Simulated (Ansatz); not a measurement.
Ta7S12 in space group C2/m (No. 12; Pearson symbol mS38), PBE in the plane-wave PAW code Ansatz, all energies at zero smearing, with the estimated change up to a 700 eV cutoff added, with one set of potentials and settings (totals compare only within such a set). Cell of 19 atoms (7 Ta, 12 S): -80371.130 eV.

```
element             reference phase  E (eV/atom)
-------  --------------------------  -----------
Ta       Im-3m, 1 atoms in the cell   -9932.2522
S        Fddd, 32 atoms in the cell    -902.0599
```

Formation energy per atom, worked out: (-80371.130 − 7×(-9932.2522) − 12×(-902.0599))/19 = -1.087 eV/atom (-105 kJ per mol of atoms), at 0 K, without zero-point energy or fitted corrections.

The workflow started from a Materials Project entry (that database holds measured and hypothetical structures alike); the Crystallography Open Database copy checked does not list it. Whether it is the stable phase at ambient conditions was not checked. The cell was relaxed with PBE under the symmetry of its start; whether a distortion lowers the energy is not shown. The final state is ferromagnetic, the only order run, not a proven ground state. No Hubbard U is applied. A crystal of weakly bound layers computed without a dispersion correction: the cell and the soft elastic constants depend strongly on that. The references are the lowest solids computed at this level, not always the standard phases. Spin–orbit coupling is left out wherever it is not named.

Potentials: the later of the program's two PAW sets.
